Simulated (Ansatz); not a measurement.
Relaxed-ion elastic tensor of CdF2 (fluorite, space group No. 225) in GPa (Voigt order), PBE (plane waves, PAW; program Ansatz); density 6.07 g/cm³, 13.72 Å³ per atom.

```
 164  58.3  58.3   0.0   0.0   0.0
58.3   164  58.3   0.0   0.0   0.0
58.3  58.3   164   0.0   0.0   0.0
 0.0   0.0   0.0  16.0   0.0   0.0
 0.0   0.0   0.0   0.0  16.0   0.0
 0.0   0.0   0.0   0.0   0.0  16.0
```

Q: Is the crystal mechanically stable?

A: Yes: the smallest eigenvalue of C is 16.0 GPa.

Q: Work out the Voigt, Reuss and Hill averages.

A: K_V = 93.5, K_R = 93.5, K_H = 93.5; G_V = 30.7, G_R = 22.1, G_H = 26.4 GPa.

Q: Give Young's modulus, Poisson's ratio, Pugh's ratio and the universal anisotropy index.

A: E = 9KG/(3K + G) = 72.4 GPa; ν = 0.37; K/G = 3.54 (ductile by the Pugh limit of 1.75); A_U = 5G_V/G_R + K_V/K_R − 6 = 1.92.

Q: Estimate the sound speeds and the Debye temperature.

A: v_l = √((K + 4G/3)/ρ) = 4610 m/s, v_t = √(G/ρ) = 2090 m/s, mean 2350 m/s; Θ = (h/k)(3n/4πV)^(1/3) v_m = 293 K.

Q: Give the Zener ratio and Young's modulus along [100], [110] and [111].

A: A = 2C44/(C11 − C12) = 0.30; 1/E = S11 − 2(S11 − S12 − S44/2)Γ with Γ = 0, 1/4, 1/3 gives 133, 54.3, 45.3 GPa.

Space group Fm-3m (fluorite). The PBE relaxation kept the symmetry of its start; phonons on a q-mesh show no instability.

Potentials: the later of the program's two PAW sets.
